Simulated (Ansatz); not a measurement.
MoP:
```
CELL_PARAMETERS angstrom
      2.97419     0.00000     0.00000
      0.00000     2.97419     0.00000
      0.00000     0.00000     2.97419
ATOMIC_POSITIONS crystal
  Mo 0.00000 0.00000 0.00000
  P  0.50000 0.50000 0.50000
```

Relaxed with PBEsol. Special points in fractions of this cell's reciprocal vectors: Γ (0.000, 0.000, 0.000); X (0.000, 0.500, 0.000); M (0.500, 0.500, 0.000); R (0.500, 0.500, 0.500).

Q: List the band energies nearest the Fermi level at these points for PBEsol with spin–orbit coupling (plane waves, PAW; program Ansatz).

A: In eV from the Fermi level; about four levels below and three above (degenerate sets whole), none deeper than 8.9 eV; points with the same levels are listed once.

| k | below | above |
|---|---|---|
| Γ | -4.06 -4.06 -4.06 -4.06 | 0.26 0.26 0.48 0.48 0.48 0.48 |
| X | -2.88 -2.88 -2.78 -2.78 | 1.70 1.70 3.17 3.17 |
| M | -0.95 -0.95 -0.87 -0.87 | 2.30 2.30 2.65 2.65 |
| R | -7.30 -7.30 -7.30 -7.30 -7.29 -7.29 | 3.24 3.24 3.42 3.42 3.42 3.42 |

Space group Pm-3m (CsCl type). A made-up cell: these elements were put on the sites of a structure type; neither database checked (COD, Materials Project) lists it. COD files the formula under space group No. 187, so this cell is another polymorph or a model. Its standing as an ambient phase is unchecked. The PBEsol relaxation kept the symmetry of its start; of distortions, only those at the zone centre were tested. The run is not spin-polarised.

Potentials: the later of the program's two PAW sets.
